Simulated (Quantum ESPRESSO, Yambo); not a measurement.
# Quasiparticle gap of KBr

```xyz
2
Lattice="0.0000 3.2743 3.2743 3.2743 0.0000 3.2743 3.2743 3.2743 0.0000" Properties=species:S:1:pos:R:3 pbc="T T T"
K      0.0000     0.0000     0.0000
Br     3.2743     3.2743     3.2743
```

Cell and atoms were relaxed with PBEsol from Materials Project entry mp-23251, within its symmetry.

Starting point: PBEsol (Quantum ESPRESSO, PseudoDojo norm-conserving, 74 Ry, scalar-relativistic). G0W0 in Yambo: 4×4×4 Γ-centred k mesh, 125 bands and a 8 Ry block in the screening, 125 bands in G with the Bruneval-Gonze terminator, plasmon pole fitted at 27.2 eV.

- PBEsol gap along the band path = 4.34 eV
- PBEsol gap between the mesh's edge points (Γ → Γ) = 4.34 eV
- G0W0 gap between the same points = 6.96 eV

| k point | band | E PBEsol (eV) | E QP (eV) | shift (eV) | Z |
|---|---|---|---|---|---|
| Γ | VB | 0.00 | -1.90 | -1.90 | 0.82 |
| Γ | CB | 4.34 | 5.05 | 0.71 | 0.87 |
| L | VB | -0.36 | -2.30 | -1.94 | 0.82 |
| L | CB | 6.49 | 7.23 | 0.74 | 0.87 |

Energies count from the PBEsol valence-band maximum.

Nearest settings tried, and what they do to the gap: 95 bands in W, 95 bands in G: -19 meV; 6 Ry block (137 vectors against 181): -50 meV; 6×6×6 mesh: +19 meV. So the settings aren't converged at that level.

Spin-orbit splittings are left out.
